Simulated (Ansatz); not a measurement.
BiBN$_{2}$:
```cif
data_BBiN2
_chemical_formula_sum 'Bi1 N2 B1'
_space_group_name_H-M_alt 'P3m1'
_space_group_IT_number 156
_space_group_name_Hall 'P 3 -2"'
_cell_length_a 3.03083
_cell_length_b 3.03083
_cell_length_c 6.13936
_cell_angle_alpha 90.000
_cell_angle_beta 90.000
_cell_angle_gamma 120.000
loop_
_atom_site_label
_atom_site_type_symbol
_atom_site_symmetry_multiplicity
_atom_site_Wyckoff_symbol
_atom_site_fract_x
_atom_site_fract_y
_atom_site_fract_z
_atom_site_occupancy
Bi1 Bi 1 b 0.33333 0.66667 0.00574 1
N1 N 1 b 0.33333 0.66667 0.46229 1
B1 B 1 c 0.66667 0.33333 0.52712 1
N2 N 1 c 0.66667 0.33333 0.77485 1
```

Relaxed with PBE.

### Question
Which orbitals make up the states near the Fermi level in the program Ansatz at the PBE level (PAW)?

### Answer
Within 0.5 eV of the Fermi level: N 2p 73 %, Bi 6p 15 %. Projections are on Löwdin-orthogonalised atomic valence shells; empty p or d shells of many metals are not among them.

### Question
Tabulate the density of states.

### Answer
States/eV per cell of 4 atoms, in 0.25 eV bins, energy from the Fermi level.

| E (eV) | total | N 2p | Bi 6p | B 2p |
|---|---|---|---|---|
| -7.85 | 0.38 | 0.19 | 0.11 | 0.01 |
| -7.60 | 0.82 | 0.42 | 0.20 | 0.02 |
| -7.35 | 0.95 | 0.51 | 0.19 | 0.02 |
| -7.10 | 0.63 | 0.33 | 0.11 | 0.02 |
| -6.85 | 0.52 | 0.28 | 0.08 | 0.02 |
| -6.60 | 0.48 | 0.26 | 0.06 | 0.02 |
| -6.35 | 0.93 | 0.47 | 0.14 | 0.12 |
| -6.10 | 1.68 | 0.86 | 0.27 | 0.27 |
| -5.85 | 1.86 | 0.97 | 0.30 | 0.28 |
| -5.60 | 2.24 | 1.19 | 0.36 | 0.30 |
| -5.35 | 1.41 | 0.78 | 0.24 | 0.17 |
| -5.10 | 1.14 | 0.64 | 0.18 | 0.15 |
| -4.85 | 1.32 | 0.75 | 0.19 | 0.21 |
| -4.60 | 1.53 | 0.88 | 0.20 | 0.28 |
| -4.35 | 1.55 | 0.93 | 0.16 | 0.32 |
| -4.10 | 1.55 | 0.95 | 0.18 | 0.31 |
| -3.85 | 2.27 | 1.40 | 0.30 | 0.42 |
| -3.60 | 2.31 | 1.40 | 0.40 | 0.35 |
| -3.35 | 3.05 | 1.81 | 0.63 | 0.39 |
| -3.10 | 2.38 | 1.46 | 0.44 | 0.31 |
| -2.85 | 2.08 | 1.30 | 0.37 | 0.26 |
| -2.60 | 1.65 | 1.06 | 0.28 | 0.20 |
| -2.35 | 1.30 | 0.88 | 0.18 | 0.16 |
| -2.10 | 0.93 | 0.63 | 0.16 | 0.07 |
| -1.85 | 0.93 | 0.64 | 0.17 | 0.05 |
| -1.60 | 1.18 | 0.86 | 0.18 | 0.06 |
| -1.35 | 1.34 | 1.00 | 0.18 | 0.06 |
| -1.10 | 1.77 | 1.31 | 0.23 | 0.07 |
| -0.85 | 2.13 | 1.59 | 0.27 | 0.07 |
| -0.60 | 3.00 | 2.38 | 0.29 | 0.08 |
| -0.35 | 1.55 | 1.21 | 0.16 | 0.03 |
| -0.10 | 1.25 | 0.91 | 0.19 | 0.02 |
| 0.15 | 0.77 | 0.51 | 0.16 | 0.02 |
| 0.40 | 0.94 | 0.60 | 0.22 | 0.01 |
| 0.65 | 1.19 | 0.82 | 0.23 | 0.01 |
| 0.90 | 0.83 | 0.49 | 0.21 | 0.01 |
| 1.15 | 0.67 | 0.34 | 0.21 | 0.01 |
| 1.40 | 0.62 | 0.26 | 0.23 | 0.01 |
| 1.65 | 0.57 | 0.21 | 0.24 | 0.01 |
| 1.90 | 0.53 | 0.17 | 0.24 | 0.01 |
| 2.15 | 0.51 | 0.14 | 0.25 | 0.02 |
| 2.40 | 0.49 | 0.13 | 0.25 | 0.02 |
| 2.65 | 0.49 | 0.12 | 0.26 | 0.02 |
| 2.90 | 0.53 | 0.12 | 0.29 | 0.02 |
| 3.15 | 0.59 | 0.12 | 0.31 | 0.03 |
| 3.40 | 0.73 | 0.16 | 0.37 | 0.04 |
| 3.65 | 1.14 | 0.27 | 0.51 | 0.09 |
| 3.90 | 1.05 | 0.15 | 0.43 | 0.20 |
| 4.15 | 1.02 | 0.16 | 0.41 | 0.19 |
| 4.40 | 1.23 | 0.18 | 0.45 | 0.22 |
| 4.65 | 1.22 | 0.19 | 0.45 | 0.19 |
| 4.90 | 1.29 | 0.14 | 0.51 | 0.26 |

The start of the workflow was typed in or built on a structure type; neither database checked (COD, Materials Project) lists it. Whether it is the stable phase at ambient conditions was not checked. The cell was relaxed with PBE under the symmetry of its start; whether a distortion lowers the energy is not shown. The volume moved by 19 % from the start of the relaxation. Its formation energy is positive at this level, so the cell may be metastable or incomplete. Spin–orbit coupling is left out wherever it is not named.

Potentials: the earlier of the program's two PAW sets.
